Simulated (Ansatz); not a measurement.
KF:
Space group Pm-3m (No. 221); a = b = c = 3.179 Å, α = β = γ = 90.00°

```tsv
atom	site	symmetry	x	y	z
K	1a	m-3m	0.0000	0.0000	0.0000
F	1b	m-3m	0.5000	0.5000	0.5000
```

This is the r²SCAN-relaxed structure.

### Question
All from plane-wave PAW r²SCAN (Ansatz code), unless another level is named. Predict the zero-point energy.

### Answer
30.6 meV/atom.

### Question
What about the Poisson's ratio?

### Answer
0.28.

### Question
Give the elastic constants (relaxed ions, GPa).

### Answer
C11 = 105, C12 = 11.4, C44 = 12.2.

The workflow started from a Materials Project entry (that database holds measured and hypothetical structures alike); the Crystallography Open Database copy checked does not list it. It is not the phase usual at ambient conditions (space group No. 225). The r²SCAN relaxation kept the symmetry of its start; phonons on a q-mesh show no instability.

Potentials: the later of the program's two PAW sets.
